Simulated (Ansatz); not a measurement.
The elements of this relaxed trial crystal are hidden behind letters.

```
lattice vectors (Å)
   4.1292    0.0000    0.0000
  -2.0646    3.5759    0.0000
   0.0000    0.0000   20.3362
fractional positions
X 0.3333 0.6667 0.6665
Z 0.0000 0.0000 0.9958
Z 0.6667 0.3333 0.8253
Z 0.0000 0.0000 0.5069
Z 0.6667 0.3333 0.3365
Z 0.3333 0.6667 0.1662
Q 0.0000 0.0000 0.8702
Q 0.6667 0.3333 0.6992
Q 0.3333 0.6667 0.5509
Q 0.0000 0.0000 0.3812
Q 0.6667 0.3333 0.2108
Q 0.3333 0.6667 0.0405
```

Theory: DFT PBE, scalar-relativistic, plane waves, PAW (Ansatz). The final run on the 12-atom cell used 420 eV, a Γ-centred 12×12×2 mesh, 0.02 eV smearing and no spin polarisation.

| Item | Value |
| --- | --- |
| Space group | P3m1 (No. 156) |
| Conventional cell | a = 4.129 Å, c = 20.336 Å |
| Volume per atom | 25.02 Å³ |
| Density | 4.53 g/cm³ |
| Energy over the elements | −0.669 eV/atom |
| Gap on the 12×12×2 mesh of the 12-atom cell | 1.09 eV |

Energies are uncorrected and count from the elements' standard states at the same level.

**Question.** X is a d-block element of period 4, Z is a d-block element of period 5 and Q is a p-block element of period 3. Which elements are they?

**Answer.** X = Zn, Z = Cd, Q = S, so the formula is ZnCd5S6. Density times volume gives a mean mass of 4.53 × 25.02/1.6605 = 68.3 u per atom, and this set has 68.3 u. Zn has 4 S at 2.35–2.47 Å; around Cd on its first site lie 4 S at 2.55–2.56 Å; S on its first site is surrounded by 4 Cd at 2.55–2.56 Å; 9 more sites not described. Other sets within the hints have nearly the same mass, so mass alone doesn't settle it; this one was computed.

Kohn–Sham gaps at this level usually fall short of measured ones. Symmetry constrained the relaxation, so the result can be a saddle point.
